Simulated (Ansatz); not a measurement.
Several occupations of a fcc lattice at one composition, 8 Au, 7 Ru, 5 Cu. Sites, in fractions of the cell -5.876 3.917 1.959; 5.876 3.917 -1.959; -1.959 -3.917 -5.876 Å:

| cell | sites |
| --- | --- |
| all | Au (0.00 0.00 0.00), Au (0.05 0.35 0.90), Cu (0.60 0.20 0.80), Ru (0.15 0.05 0.70), Ru (0.30 0.10 0.40) |
| 1 | Au (0.10 0.70 0.80), Au (0.35 0.45 0.30), Au (0.45 0.15 0.10), Au (0.55 0.85 0.90), Au (0.65 0.55 0.70), Au (0.90 0.30 0.20), Cu (0.40 0.80 0.20), Cu (0.50 0.50 0.00), Cu (0.85 0.95 0.30), Cu (0.95 0.65 0.10), Ru (0.20 0.40 0.60), Ru (0.25 0.75 0.50), Ru (0.70 0.90 0.60), Ru (0.75 0.25 0.50), Ru (0.80 0.60 0.40) |
| 2 | Au (0.20 0.40 0.60), Au (0.25 0.75 0.50), Au (0.45 0.15 0.10), Au (0.50 0.50 0.00), Au (0.85 0.95 0.30), Au (0.95 0.65 0.10), Cu (0.35 0.45 0.30), Cu (0.55 0.85 0.90), Cu (0.75 0.25 0.50), Cu (0.80 0.60 0.40), Ru (0.10 0.70 0.80), Ru (0.40 0.80 0.20), Ru (0.65 0.55 0.70), Ru (0.70 0.90 0.60), Ru (0.90 0.30 0.20) |
| 3 | Au (0.10 0.70 0.80), Au (0.20 0.40 0.60), Au (0.55 0.85 0.90), Au (0.70 0.90 0.60), Au (0.75 0.25 0.50), Au (0.85 0.95 0.30), Cu (0.50 0.50 0.00), Cu (0.65 0.55 0.70), Cu (0.90 0.30 0.20), Cu (0.95 0.65 0.10), Ru (0.25 0.75 0.50), Ru (0.35 0.45 0.30), Ru (0.40 0.80 0.20), Ru (0.45 0.15 0.10), Ru (0.80 0.60 0.40) |

Each was relaxed without symmetry on coarser meshes and computed once more. Level of theory: DFT PBE, scalar-relativistic, plane waves, PAW in Ansatz.

Plane waves to 420 eV, a k mesh through Γ of 6×6×6 on the computed 20-atom cell and Gaussian smearing (0.10 eV); no spin polarisation.

Warren–Cowley parameters of the first shell of the sublattice with most elements (negative: unlike neighbours preferred):
```csv
cell,Au-Ru,Au-Cu,Cu-Ru
1,0.02,0.04,0.00
2,-0.19,-0.08,-0.24
3,0.05,0.00,0.05
```

Forces of up to 0.05 eV/Å remain on the final mesh.

Which occupation is lowest in energy, and by how much?

Cells 3, 1 are lowest, within 8 meV/atom of each other and so too close to rank here.
| cell | E − E(lowest) (meV/atom) | V (Å³/atom) |
| --- | --- | --- |
| 3 | 0.0 | 15.14 |
| 1 | 6.6 | 15.19 |
| 2 | 56.2 | 15.15 |

Spin–orbit coupling is left out, which can shift energies with elements as heavy as these.

Cost: 6 runs of about 36 core-minutes in all (earlier runs that led there not counted), on AMD EPYC 9R45 (Zen 5) (shared hosts).